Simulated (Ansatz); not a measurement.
Relaxed-ion elastic tensor of K (bcc (W type), Im-3m) in GPa (Voigt order), plane-wave PAW r²SCAN (Ansatz code); density 0.85 g/cm³, 76.39 Å³ per atom.

|  | 1 | 2 | 3 | 4 | 5 | 6 |
|---|---|---|---|---|---|---|
| 1 | 4.0 | 3.2 | 3.2 | 0.0 | 0.0 | 0.0 |
| 2 | 3.2 | 4.0 | 3.2 | 0.0 | 0.0 | 0.0 |
| 3 | 3.2 | 3.2 | 4.0 | 0.0 | 0.0 | 0.0 |
| 4 | 0.0 | 0.0 | 0.0 | 2.6 | 0.0 | 0.0 |
| 5 | 0.0 | 0.0 | 0.0 | 0.0 | 2.6 | 0.0 |
| 6 | 0.0 | 0.0 | 0.0 | 0.0 | 0.0 | 2.6 |

Question: Is the crystal mechanically stable?

Answer: Yes: the smallest eigenvalue of C is 0.8 GPa.

Question: Work out the Voigt, Reuss and Hill averages.

Answer: K_V = 3.5, K_R = 3.5, K_H = 3.5; G_V = 1.7, G_R = 0.8, G_H = 1.2 GPa.

Question: Give Young's modulus, Poisson's ratio, Pugh's ratio and the universal anisotropy index.

Answer: E = 9KG/(3K + G) = 3.3 GPa; ν = 0.34; K/G = 2.78 (ductile by the Pugh limit of 1.75); A_U = 5G_V/G_R + K_V/K_R − 6 = 5.91.

Question: Estimate the sound speeds and the Debye temperature.

Answer: v_l = √((K + 4G/3)/ρ) = 2450 m/s, v_t = √(G/ρ) = 1210 m/s, mean 1360 m/s; Θ = (h/k)(3n/4πV)^(1/3) v_m = 95.1 K.

Question: Give the Zener ratio and Young's modulus along [100], [110] and [111].

Answer: A = 2C44/(C11 − C12) = 6.78; 1/E = S11 − 2(S11 − S12 − S44/2)Γ with Γ = 0, 1/4, 1/3 gives 1.1, 2.9, 6.2 GPa.

The r²SCAN relaxation kept the symmetry of its start; phonons on a q-mesh show no instability. As this level gives no gap, shear constants depend on the k-mesh and smearing (Fermi–Dirac, 0.1 eV here).

Potentials: the later of the program's two PAW sets.
